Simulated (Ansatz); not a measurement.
Data:

SrCl2:
```
CELL_PARAMETERS angstrom
      0.00000     3.40017     3.40017
      3.40017     0.00000     3.40017
      3.40017     3.40017     0.00000
ATOMIC_POSITIONS crystal
  Sr 0.00000 0.00000 0.00000
  Cl 0.25000 0.25000 0.25000
  Cl 0.75000 0.75000 0.75000
```

This is the LDA-relaxed structure.

Task: All from LDA in the plane-wave PAW code Ansatz, unless another level is named. Estimate the Poisson's ratio.

Result: 0.33.

Task: Next, the elastic constants (relaxed ions, GPa)?

Result: C11 = 81.8, C12 = 25.2, C44 = 11.6.

Space group Fm-3m (fluorite). The cell was relaxed with LDA under the symmetry of its start; phonons on a q-mesh show no instability.

Potentials: the later of the program's two PAW sets.
